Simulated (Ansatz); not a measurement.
Phonon dispersion of SnGe₃O₈

Theory: Ansatz, DFT PBE, scalar-relativistic, plane waves, PAW. Cutoff 420 eV, 6×6×6 k-points (Γ-centred), fixed occupations. No spin polarisation. Phonons by linear response, acoustic sum rule imposed.

Relaxed structure:
```
Sn Ge O
1.0
     3.21009   -3.25633    0.00000
     3.21009    3.25633    0.00000
     0.00000    0.00000    5.99154
Sn Ge O
1 3 8
Direct
  0.50000 0.50000 0.50000
  0.00000 0.00000 0.75670
  0.00000 0.00000 0.24330
  0.50000 0.50000 0.00000
  0.69908 0.69908 0.76598
  0.69908 0.69908 0.23402
  0.80666 0.19334 0.00000
  0.81869 0.18131 0.50000
  0.30092 0.30092 0.76598
  0.30092 0.30092 0.23402
  0.19334 0.80666 0.00000
  0.18131 0.81869 0.50000
```

The cell was found from a structure generator's guess, not taken from experiment. Spin–orbit coupling is left out, which matters for heavy elements. The q mesh is coarse, so values between its points are rough.

Force constants from linear response on a 2×2×1 q mesh.

Problem. Is the structure dynamically stable on the q mesh?

Solution. Yes, on this mesh: no mode is imaginary. Between the mesh points the interpolation dips to 67i cm⁻¹.

Problem. Give the frequencies (cm⁻¹) at the zone-boundary points of high symmetry (interpolated where a point lies off the q mesh).

Solution.
```csv
point,q,frequencies
Y,-0.500 0.500 0.000,100 106 134 137 155 157 179 243 246 247 259 261 270 273 300 318 337 367 374 375 430 474 486 491 508 553 555 557 557 580 582 641 706 726 752 773
C0,-0.493 0.507 0.000,100 106 135 137 155 157 179 243 246 247 259 261 270 273 300 318 337 367 374 375 430 474 486 492 508 553 555 557 557 580 582 641 706 726 752 773
SIGMA0,0.493 0.493 0.000,100 106 135 137 155 157 179 243 246 247 259 261 270 273 300 318 337 368 374 375 430 474 486 492 508 553 554 557 557 580 582 641 706 726 752 773
Z,0.000 0.000 0.500,67i 88 98 121 186 211 214 215 222 237 245 275 286 287 293 298 301 302 355 397 462 505 525 527 543 555 574 584 584 595 609 682 685 694 734 767
A0,0.493 0.493 0.500,13i 99 117 144 225 227 244 245 247 248 258 267 270 280 301 303 308 318 319 347 470 476 487 523 532 538 556 558 563 565 579 620 708 738 741 772
E0,-0.493 0.507 0.500,13i 99 117 144 225 227 244 245 247 248 258 267 270 280 301 303 308 318 319 347 470 476 487 523 532 538 556 558 563 565 579 620 708 738 741 772
T,-0.500 0.500 0.500,13i 99 117 144 225 227 244 245 247 248 258 267 270 280 301 303 308 318 319 347 470 476 487 523 531 538 556 558 563 565 579 620 708 738 741 772
S,0.000 0.500 0.000,128 133 136 142 167 175 178 190 214 222 254 265 268 289 290 298 376 378 384 388 418 423 461 465 538 538 559 587 589 602 635 651 706 712 754 777
R,0.000 0.500 0.500,126 135 142 147 161 189 200 209 231 249 256 277 278 286 308 313 321 322 351 354 461 462 466 477 503 525 549 580 610 628 640 660 708 712 736 766
```
